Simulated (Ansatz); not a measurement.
**Sc (P6_3/mmc): bands, slopes and optics on a fine k mesh**

Computed with r²SCAN, PAW on Ansatz 0.2.0's default frozen-core files (fitted under PBE), scalar-relativistic; not a measurement.

Cell and atoms were relaxed beforehand by PAW with this functional.

Command:

```sh
ansatz run input.yaml --threads 1 --pin off --max-ram 3072MiB --backend cpu --events-out ev --progress --plain --runs-dir out
```

Input:

```yaml
crystal:
  lattice:
    - [3.32892415285, 0.0, 0.0]
    - [-1.66446207643, 2.88293288364, 0.0]
    - [0.0, 0.0, 5.2034006437]
  atoms:
    - { symbol: Sc, position: [0.333333333333, 0.666666666667, 0.25] }
    - { symbol: Sc, position: [0.666666666667, 0.333333333333, 0.75] }
kpoints:
  mp_grid: { grid: [14, 14, 8] }
scf:
  occupations: { method: fermi_dirac, width: 0.08 }
hamiltonian:
  xc: r2scan
  pseudopotentials: { kind: paw }
output:
  forces: true
  stress: true
  eigenvalues: true
  eigenstates:
    nscf_kmesh: { grid: [20, 20, 12] }
    de_dk: true
    e_range: [-14, 14]
  optics:
    e_range: [0, 30]
    de: 0.2
    sigma: 0.1
    bands: { spectra_wanted_up_to: 30 }
    nscf_kmesh: { grid: [20, 20, 12] }
    drude_damping: 0.1
checkpoint:
  write: ck
  write_wavefunctions: false
```

Output:

```
Warning: RAYON_NUM_THREADS=1 ignored (pool sized by the plan → 1); use --threads N
Engine: ansatz 0.2.0, x86_64-unknown-linux-gnu
Pseudopotentials: kind: paw
Pseudopotential: Sc, paw, valence charge 11, recommended cutoff 500 eV (meta_gga), Sc.paw.azcp
Functional definition: r2SCAN
  parameter k0 = 0.174
  parameter k1 = 0.065
  parameter a1 = 4.9479
  exchange = r2scan_x(k0 = k0, k1 = k1, a1 = a1)
  correlation = r2scan_c
Crystal: 2 atoms, lattice volume = 49.937 Å³
Basis set: ecut = 500 eV, 1243 PW (Γ), exchange–correlation on 100×100×160 points (64 copies of the dense FFT grid, shifted against one another)
Bands: 15, of which v1, the nominal top of the filled ones, is band 11 counted from 1 (10 counted from 0)
Symmetry: 24 space group operations
Space group: P63/mmc (ITA 194), of the structure as read, at distance tolerance 3.7e-5 Å
k-points: 120 of 1568
Non-local potential: Sc, projectors of the file, l = 0: 3, l = 1: 2, l = 2: 3, l = 3: 1
PAW form: soft (Blöchl's): semilocal exchange-correlation on the pseudo side does not see the compensation charge
[... 23 lines left out ...]
E sigma→0 (E₀):  -4281.143323 eV
Entropy (-TS):   -0.079742 eV (-39.871 meV/atom)
Fermi energy:    9.133298 eV
--- Per-component energies (eV) ---
  E_band       = -363.491197
  E_kinetic    = 519.761917
  E_local      = -1689.892158  (includes V_loc(G=0)·N_el)
  E_nonlocal   = 163.576951
  E_hartree    = 574.557032
  E_xc         = -199.599068
  E_vxc        = -282.096340  (∫ρ·V_xc dr)
  E_paw        = -1927.789957  (= ΣΔE_a)
  E_vpaw       = -242.563244  (= ΣTr[D̂ρ^β])
  E_aug_tail   = 0.000010  (compensation charges beyond the density's cutoff)
  E_vtau       = 18.607575  (kinetic-family band-sum trace: ∫τ·v_τ [+ j·A + Jᵃ·Aᵃ] dr)
  E_ewald      = -1721.241195
  E_core_change = -0.476984  (= ΣΔE_core)
  E_smearing   = -0.079742  (= −TS)
  E_closure    = 0.000000  (closes the sum)
  Σ components = -4281.183195   (vs F -4281.183195, Δ=0.00e0)
--- Forces (eV/Å), atoms counted from 1 ---
  atom   1  Sc     0.00000000    -0.00000000     0.00000000
  atom   2  Sc     0.00000000     0.00000000     0.00000000
  max |Σ_I F_I| component: 2.78e-17 eV/Å
--- Stress (GPa, compression-positive) ---
       -0.013954      -0.000000       0.000000
        0.000000      -0.013954       0.000000
        0.000000       0.000000      -0.011361
  P = ⅓ Tr σ = -0.0131 GPa (-0.131 kbar)
--- Fermi surface from the table of eigenstates, both spin states counted (twice the sheets' area in a run without spin) ---
  How far the three rows differ hints at the mesh's error and does not bound it.
  reading                E - E_F (eV)   area (Å⁻²)  resistivity times mean free path along x, y, z (Ω·m²), under one mean free path over the surface
  by tetrahedra                0.0052       33.751  1.4883e-15  1.4883e-15  5.0807e-16
  by the states' slopes        0.0044       32.804  1.5153e-15  1.5153e-15  5.2651e-16
  on every second point       -0.0001       33.633  1.3388e-15  1.3388e-15  5.5355e-16
```

Self-consistency was reached.

Head of optics.tsv:

```
# E[eV]	eps2_interband_xx	eps2_interband_yy	eps2_interband_zz	eps2_interband_xy	eps2_interband_xz	eps2_interband_yz	eps1_interband_xx	eps1_interband_yy	eps1_interband_zz	
# format = ansatz-optics/6
# intraband_term = drude
# n_periodic_directions = 3
# eps1_interband_at_0(xx yy zz xy xz yz) = 129.689924 129.689924 51.371893 -0.000000 0.000000 0.000000
# eps1_interband_at_0_completed(xx yy zz) = 129.702438 129.702438 51.384320
# k_sum = mesh_cells
# eps2_relative_error = 0.0037
# drude_weight_relative_error = 0.0032
# eps1_interband_at_0_relative_error = 0.0171
# f_sum_interband_n_eff(xx yy zz) = 15.948573 15.948573 15.574917
# f_sum_interband_n_eff_momentum_only(xx yy zz) = 10.511760 10.511760 10.270979
# fermi_ev = 9.133187
# fermi_mp_grid = 20 20 12
# fermi_mp_shift = 0 0 0
# occupation_method = fermi_dirac
# smearing_width_ev = 8e-2
# drude_damping_ev = 1e-1
# drude_plasma_energy_squared_ev2(xx yy zz xy xz yz) = 9.080306 9.080306 20.168128 -0.000000 0.000000 0.000000
# drude_plasma_energy_ev(xx yy zz) = 3.013355 3.013355 4.490894
# f_sum_intraband_n_eff(xx yy zz) = 0.328860 0.328860 0.730427
# unresolved_interband_energy_squared_ev2(xx yy zz xy xz yz) = 0.000000 0.000000 0.000000 0.000000 0.000000 0.000000
# f_sum_unresolved_interband_n_eff(xx yy zz) = 0.000000 0.000000 0.000000
# f_sum_n_eff(xx yy zz) = 16.277434 16.277434 16.305344 of n_electrons = 22.000000
# loss_f_sum_n_eff(xx yy zz) = 16.275509 16.275509 16.303633
# perfect_screening_sum(xx yy zz) = 1.000000 1.000000 0.999999
# perfect_screening_sum_on_rows(xx yy zz) = 1.000532 1.000532 1.000618
# perfect_screening_limit(xx yy zz) = 1.000000 1.000000 1.000000
# n_bands = 53
# n_bands_set_by = photon_energy
# valid_up_to_ev = 39.539880
# evaluated_top_ev = 96.800000
# all_electron_strengths = true
# band_completion = completed
# response = whole
# tolerance = 0.01
# method = lanczos_chains
# lanczos_steps = 5
# chains_run = together
# ended_by = wanted_rows_settled
# boundable_up_to_ev = 38.174439
# wanted_up_to_ev = 30.000000
# change_inside_cells = 0.0003 (estimated)
# bound_at_0(xx yy zz) = bounded bounded bounded
```

Fermi surface:

Fermi surface of a crystal from Kohn-Sham levels and slopes on the fine mesh, each state quadratic over its cell; bands counted from the lowest that crosses; Cartesian axes as in the input.

```
Fine mesh                                 : 20, 20, 12
Density of states at fermi level          : 2.017 states/eV/atom
Sommerfeld coefficient                    : 4.754 mJ/(mol-atom K²)
Plasma energy (x, y, z)                   : 3.084, 3.084, 4.804 eV
Fermi speed weighted by states            : 0.2512 ×10⁶ m/s
Fermi surface area mean of spins          : 16.57 Å⁻²
By tetrahedra resistivity times free path : 14.88, 14.88, 5.081 ×10⁻¹⁶ Ω·m²
Conductivity over time (x, y, z)          : 1.944, 1.944, 4.717 ×10²⁰ Ω⁻¹m⁻¹s⁻¹
```

```tsv
band	filled part	states (states/eV/cell)	speed (×10⁶ m/s)	area (Å⁻²)
1	0.64	2.175	0.243	8.638
2	0.36	1.859	0.2608	7.927
```

### Rigid-band curves

States and squared plasma energy if the Fermi level is shifted in rigid bands.

```
Fine mesh : 20, 20, 12
```

| level shift (eV) | density of states (states/eV/cell) | plasma squared x (eV²) | plasma squared z (eV²) |
| --- | --- | --- | --- |
| -1.3 | 1.633 | 18.69 | 24.15 |
| -1 | 1.884 | 15.59 | 18.6 |
| -0.7 | 2.062 | 10.3 | 9.34 |
| -0.4 | 3.843 | 3.9 | 9.8 |
| -0.1 | 3.693 | 8.39 | 23.31 |
| 0.2 | 2.892 | 10.76 | 10.94 |
| 0.5 | 1.561 | 11.43 | 8.9 |
| 0.8 | 1.646 | 12.54 | 10 |
| 1.1 | 3.655 | 14.15 | 13.01 |
| 1.4 | 4.861 | 12.55 | 18.56 |

**Optical peaks**

Independent-particle optical response of a crystal from Kohn-Sham bands on the fine mesh with a Drude term, no local fields or excitons; a zero of eps1 gives a sharp plasmon only where eps2 is small.

- Fine mesh: 20, 20, 12
- Window top: 30 eV
- Line width: 0.1 eV
- Drude damping: 0.1 eV
- ε₁ rises through zero at x: 0.6, 3.78, 5.31, 7.23, 12.9 eV
- ε₂ there x: 23.91, 6.09, 2.02, 1.54, 0.28
- ε₁ rises through zero at z: 1.04, 5.55, 7.15, 12.57 eV
- ε₂ there z: 17, 2, 1.22, 0.29
- Plasma energy (x, y, z): 3.013, 3.013, 4.491 eV
- Reflectivity at 1 eV, x-polarised: 0.5376
- Reflectivity at 2 eV, x-polarised: 0.5693
- Reflectivity at 3 eV, x-polarised: 0.53

Caveats: frozen-core PAW files fitted under PBE, their cores solved anew for the functional of the run; large density of states at the Fermi level, a magnetic or distorted state may lie lower; these sums move with the mesh, by several per cent and more for small sheets.

Cost: 6.6 min on 1 thread of Intel(R) Xeon(R) Platinum 8259CL CPU @ 2.50GHz (Skylake/Cascade Lake) (shared host), peak memory 2.3 GiB.
